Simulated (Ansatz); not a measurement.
## Phonons of CsCl-type YbZn

The computed numbers are results of PBEsol, scalar-relativistic (no spin polarisation) in the plane-wave PAW code Ansatz at 420 eV, Gaussian smearing of 0.15 eV. The datasets are Ansatz's generated set soft_2.

```yaml
crystal:
  lattice:
    - [3.50572, 0.00000, 0.00000]
    - [0.00000, 3.50572, 0.00000]
    - [0.00000, 0.00000, 3.50572]
  atoms:
    - { symbol: Yb, position: [0.00000, 0.00000, 0.00000] }
    - { symbol: Zn, position: [0.50000, 0.50000, 0.50000] }
```

The start was a prototype's sites filled with these elements; the Crystallography Open Database holds the compound in this structure.

Force constants come from finite displacements in a 2×2×2 supercell (the unit cell's 10×10×10 k-mesh, folded to it); the long-range dipole term is not included. Points in reciprocal vectors of this cell: Γ = (0.000, 0.000, 0.000), X = (0.000, 0.500, 0.000), M = (0.500, 0.500, 0.000), R = (0.500, 0.500, 0.500).

**Question.** Is the structure dynamically stable along this path, and where does the spectrum end?

**Answer.** Yes: no branch is imaginary beyond numerical noise. The highest frequency is 138 cm⁻¹, at Γ. Points that don't fit the supercell are interpolated.

Frequencies at the named points (cm⁻¹, imaginary ones negative):
| point | ω (cm⁻¹) |
| --- | --- |
| Γ | 0 0 0 138 138 138 |
| X | 76 76 97 102 124 124 |
| M | 46 46 64 125 126 126 |
| R | 99 99 99 100 100 100 |

**Question.** What does the harmonic approximation give for the vibrational free energy, entropy and heat capacity?

**Answer.** Zero-point energy 17.5 meV/atom.
| T (K) | F_vib (meV/atom) | S (J/K per mole of atoms) | C_V (J/K per mole of atoms) |
| --- | --- | --- | --- |
| 100 | 8.3 | 20.9 | 21.2 |
| 200 | -22.3 | 36.8 | 23.9 |
| 300 | -65.8 | 46.6 | 24.5 |
| 400 | -118.0 | 53.7 | 24.7 |
| 500 | -176.5 | 59.2 | 24.8 |
| 600 | -240.3 | 63.7 | 24.8 |
| 700 | -308.3 | 67.5 | 24.9 |
| 800 | -380.1 | 70.8 | 24.9 |
| 900 | -455.0 | 73.8 | 24.9 |
| 1000 | -532.9 | 76.4 | 24.9 |

The highest mode, 138 cm⁻¹, is worth 200 K. At 300 K the heat capacity has reached 98 % of the classical limit 3R = 24.9 J/K per mole of atoms, since all modes lie under k_BT.

The crystal is a metal or nearly so; low and unstable modes depend on mesh and smearing.

It ran for 82 s on 4 threads of Arm Neoverse V2, on a shared host, peak memory 1.7 GiB.

Without a U the 4f levels of Yb lie too near the Fermi level, so their share of the states there, and what hangs on it, is overstated. No spin–orbit coupling, a notable omission for heavy elements. Spin polarisation wasn't allowed in this run, so with an open shell this may not be the ground state.
